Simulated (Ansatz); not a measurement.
VSe2:
```
CELL_PARAMETERS angstrom
      3.27550     0.00000     0.00000
     -1.63775     2.83667     0.00000
      0.00000     0.00000     6.13807
ATOMIC_POSITIONS crystal
  V  0.00000 0.00000 0.00000
  Se 0.66667 0.33333 0.74439
  Se 0.33333 0.66667 0.25561
```

Relaxed with PBEsol. Special points in fractions of this cell's reciprocal vectors: Γ (0.000, 0.000, 0.000); M (0.500, 0.000, 0.000); K (0.333, 0.333, 0.000); A (0.000, 0.000, 0.500); L (0.500, 0.000, 0.500); H (0.333, 0.333, 0.500).

Task: List the band energies nearest the Fermi level at these points for PBEsol with spin–orbit coupling (plane waves, PAW; program Ansatz).

Result: In eV from the Fermi level; about four levels below and three above (degenerate sets whole), none deeper than 8.9 eV; points with the same levels are listed once.

```json
[
 {"k": "Γ", "below": "-0.07 -0.07 -0.07 -0.07", "above": "0.95 0.95 1.28 1.28"},
 {"k": "M", "below": "-1.13 -1.13 -0.65 -0.65", "above": "0.91 0.91 1.39 1.39"},
 {"k": "K", "below": "-3.04 -3.04 -3.01 -3.01", "above": "0.87 0.87 1.10 1.10"},
 {"k": "A", "below": "-0.08 -0.08 -0.08 -0.08", "above": "0.53 0.53 0.73 0.73"},
 {"k": "L", "below": "-1.03 -1.03 -0.75 -0.75", "above": "0.91 0.91 1.40 1.40"},
 {"k": "H", "below": "-2.68 -2.68 -2.65 -2.65", "above": "0.63 0.63 0.68 0.68"}
]
```

Space group P-3m1 (CdI2 type). The workflow started from a Materials Project entry (that database holds measured and hypothetical structures alike); the Crystallography Open Database files this formula in space group No. 164, but the cells were not matched. Its standing as an ambient phase is unchecked. Symmetry was held in the PBEsol relaxation; of distortions, only those at the zone centre were tested. The workflow began spin-polarised and lost its moments. The cell computed holds one magnetic atom, so no antiferromagnetic order was within reach. A crystal of weakly bound layers computed without a dispersion correction: the cell and the soft elastic constants depend strongly on that.

Potentials: the later of the program's two PAW sets.
